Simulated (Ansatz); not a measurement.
**Phases of SbMo at 93 GPa**

Structure types of SbMo are relaxed in primitive cells with their symmetry kept at 93 GPa, on PAW files; LAPW relaxes the small cells further and takes the PAW cell for the others (marked *). The enthalpy is E + pV at zero temperature, without zero-point motion. Only the types listed were tried, and differences under about 5 meV/atom are mesh noise. The real phase may be another.

All numbers are PBEsol results (scalar-relativistic) from Ansatz 0.2.0, with Fermi–Dirac smearing of 0.08 eV, no spin polarisation. Methods: LAPW: all electrons, basis error target 0.5 meV/atom; PAW: frozen-core files, cutoff 420 eV.

k meshes: rocksalt 13×13×13, CsCl 13×13×13, zincblende 12×12×12, WC 13×13×12, anti NiAs 10×10×6.

Spin–orbit coupling is left out, which matters for the heavy atoms. The PAW files were made under PBE.

```csv
start type,ends as,"a, b, c (Å)",V (Å³/atom),"H − H(lowest), LAPW (meV/atom)"
rocksalt,"rocksalt, Fm-3m","4.893, 4.893, 4.893",14.64,1542.3
CsCl,"CsCl, Pm-3m","2.996, 2.996, 2.996",13.44,0.0
zincblende,"zincblende, F-43m","5.237, 5.237, 5.237",17.96,4768.6
WC,"distorted WC, P-6m2","2.881, 2.881, 3.840",13.80,?
anti NiAs*,"distorted anti NiAs, P6_3/mmc","2.837, 2.837, 7.890",13.75,?
```

Task: Give the missing entry: row "anti NiAs*", column "H − H(lowest), LAPW (meV/atom)".

Result: 415.1.

Task: What belongs in the row "WC", column "H − H(lowest), LAPW (meV/atom)"?

Result: 360.2.

Task: Split the lead of CsCl over distorted WC into energy and pV.

Result: For distorted WC less CsCl: ΔE = +153.3 meV/atom, and p·ΔV = 93 GPa × +0.3564 Å³ × 6.242 meV/(GPa·Å³) = +206.9 meV/atom, together 360.2 meV/atom. CsCl wins on both counts.
